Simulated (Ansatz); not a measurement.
Ba (bcc (W type)), relaxed with PBE (Ansatz, a quantum-chemistry and plane-wave program, plane waves, PAW): a = 5.0204 Å, b = 5.0204 Å, c = 5.0204 Å, α = 90.00°, β = 90.00°, γ = 90.00°.

| Property | Result |
|---|---|
| B₀ by P(V) fit (GPa) | 8.5 |

Problem. The same phase is relaxed and computed with PBEsol in the same code. What are the cell and these values now?

Solution. a = 4.876 Å, b = 4.876 Å, c = 4.876 Å, α = 90.00°, β = 90.00°, γ = 90.00°.

* **B₀ by P(V) fit (GPa)**: 9.0

All cells were relaxed under the symmetry of their starts (and spin orders); stability against distortions was not tested throughout. Scalar-relativistic: spin–orbit coupling is off unless named, which matters more the heavier the elements.

Potentials: the earlier of the program's two PAW sets. The files were generated under PBE; for other functionals the program regenerates the frozen cores, and for LDA and PBEsol the local potential too.

Ansatz is a plane-wave DFT program.
